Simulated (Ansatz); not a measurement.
Problem. Y (diamond, space group No. 227) is relaxed with plane-wave PAW r²SCAN (Ansatz code). What lattice parameters of the conventional cell result?

Solution. a = 6.913 Å.

Space group Fd-3m (diamond). The start of the workflow was typed in or built on a structure type; neither database checked (COD, Materials Project) lists it. It is not the phase usual at ambient conditions (space group No. 194). Symmetry was held in the r²SCAN relaxation. At this level the phase is mechanically unstable. The run is not spin-polarised. The volume moved by -21 % from the start of the relaxation.

Potentials: the later of the program's two PAW sets.
